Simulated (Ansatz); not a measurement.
ZnO:
Space group P6₃/mmc (No. 194); a = 2.977 Å, b = 2.977 Å, c = 5.126 Å, α = 90.00°, β = 90.00°, γ = 120.00°

| atom | site | symmetry | x | y | z |
|---|---|---|---|---|---|
| Zn | 2a | -3m. | 0.0000 | 0.0000 | 0.0000 |
| O | 2c | -6m2 | 0.3333 | 0.6667 | 0.2500 |

Relaxed with r²SCAN. r²SCAN (plane waves, PAW; program Ansatz) gives a gap of 1.35 eV.

Task: What gap does HSE06 give on the same cell (Ansatz, PAW)?

Result: 2.49 eV, 1.14 eV more. The hybrid was solved on a coarser mesh and at special points; its gap is the smallest among all of these.

```json
[
 {"k": "Γ", "v1 r²SCAN": "0.00", "c1 r²SCAN": "1.35", "v1 HSE06": "0.00", "c1 HSE06": "2.49"},
 {"k": "A", "v1 r²SCAN": "-0.55", "c1 r²SCAN": "4.46", "v1 HSE06": "?", "c1 HSE06": "?"},
 {"k": "K", "v1 r²SCAN": "-1.85", "c1 r²SCAN": "6.90", "v1 HSE06": "?", "c1 HSE06": "?"},
 {"k": "H", "v1 r²SCAN": "-0.34", "c1 r²SCAN": "8.15", "v1 HSE06": "?", "c1 HSE06": "?"},
 {"k": "M", "v1 r²SCAN": "-0.05", "c1 r²SCAN": "6.82", "v1 HSE06": "-0.07", "c1 HSE06": "7.93"},
 {"k": "L", "v1 r²SCAN": "-1.20", "c1 r²SCAN": "5.88", "v1 HSE06": "?", "c1 HSE06": "?"}
]
```

Task: Top valence (v1) and lowest conduction level (c1) in eV from each method's valence maximum (which need not be a listed point): supply the withheld HSE06 values.

Result: 
- L, v1 HSE06: -1.25
- L, c1 HSE06: 7.13
- A, v1 HSE06: -0.50
- A, c1 HSE06: 5.68
- H, v1 HSE06: -0.40
- H, c1 HSE06: 9.65
- K, v1 HSE06: -2.02
- K, c1 HSE06: 8.31

Cost on shared cores: the r²SCAN run (SCF on a 11×11×6 mesh, then bands and DOS) very roughly 24 core-seconds, the HSE06 run (SCF on 8×8×4, then a few points) very roughly 2.0 core-minutes; the tasks are unlike.

Space group P6_3/mmc (NiAs type). The start of the workflow was typed in or built on a structure type; the Crystallography Open Database copy checked does not list it. It is not the phase usual at ambient conditions (space group No. 186). Symmetry was held in the r²SCAN relaxation; whether a distortion lowers the energy is not shown.

Potentials: the earlier of the program's two PAW sets.
